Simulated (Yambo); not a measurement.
BSE-type run in Yambo on a free-standing CaI2 monolayer (symmetry P-3m1, slab cell 16.5 Å high), at finite momentum (a q point of the mesh, 0.94 1/Å).

Quantum ESPRESSO step (PBEsol, PseudoDojo standard norm-conserving files, scalar-relativistic):
```
&CONTROL
  calculation = 'nscf'
  pseudo_dir = './pseudo'
  outdir = './out'
/
&SYSTEM
  ibrav = 0
  nat = 3
  ntyp = 2
  ecutwfc = 70.0
  ecutrho = 280.0
  occupations = 'fixed'
  force_symmorphic = .true.
  nbnd = 71
  assume_isolated = '2D'
/
&ELECTRONS
  conv_thr = 3.0000000000000004e-09
  diago_full_acc = .true.
  diago_thr_init = 1e-08
/
ATOMIC_SPECIES
Ca 40.0780 Ca.upf
I 126.9045 I.upf
CELL_PARAMETERS angstrom
  4.435673297519   0.000000000000   0.000000000000
 -2.217836648759   3.841405758540   0.000000000000
  0.000000000000   0.000000000000  16.500000000000
ATOMIC_POSITIONS crystal
Ca   0.000000000000   0.000000000000   0.000000000000
I   0.333333333333   0.666666666667   0.106452393100
I   0.666666666667   0.333333333333  -0.106452393100
K_POINTS automatic
12 12 1 0 0 0
```

Yambo input:
```
rim_cut
rim_w
optics
bse
bss
dipoles
em1s
RandQpts= 1000000
RandGvec= 2 Ry
CUTGeo= "slab z"
RandGvecW= 711 mRy
FFTGvecs= 30 Ry
Chimod= "HARTREE"
BSKmod= "SEX"
BSEmod= "resonant"
BSSmod= "hs"
BSENGexx= 10 Ry
BSENGBlk= 3 Ry
% KfnQP_E
 3.202 | 1.0 | 1.0 |
%
% BSEQptR
 19 | 19 |
%
% BSEBands
 8 | 17 |
%
% BEnRange
 0.0 | 12.6 | eV
%
% BDmRange
 0.1 | 0.1 | eV
%
BEnSteps= 252
% BLongDir
 1.0 | 0.0 | 0.0 |
%
BSHayTrs= -0.02
BSSNEig= 24
WRbsWF
% BndsRnXs
 1 | 66 |
%
NGsBlkXs= 3 Ry
% LongDrXs
 1.0 | 1.0 | 0.0 |
%
```

From the report:

The dimension is k points × valence × conduction bands = 144 × 5 × 5 = 3600.
```
   [SLEPC] Approach                          : Krylov-Schur
   [SLEPC] Number of requested eigenvalues   :  24
   [SLEPC] Number of eigenvalues        [NEV]:  24
    [K] Dimension                                    :   3600
    [K] Bands                                        :   8  17
    [K] Exchange res                                 : yes
    [K] Correlation res                              : yes
    [K] W interaction is bare                        : no
    [K] RL vectors exchange                          :  1021
    [K] RL vectors correlation                       :  179
    [W] Matrix size                                  :  179
    [W] Bands                                        :    1   66
    [W] Coulomb Cutoff                               : slab z
    [W] Hxc Kernel                                   : HARTREE
```
Lowest eigenvalues (eV; in brackets the number of states within 2 meV): 5.70 (1), 5.76 (1), 5.78 (1), 5.86 (1), 5.87 (1), 5.88 (1). They depend on the mesh, which isn't converged, and on the G0W0 scissor.

Spin-orbit coupling is not included.

Geometry relaxed with PBEsol.

This is a model layer cut from the bulk structure; whether it is stable on its own was not checked.
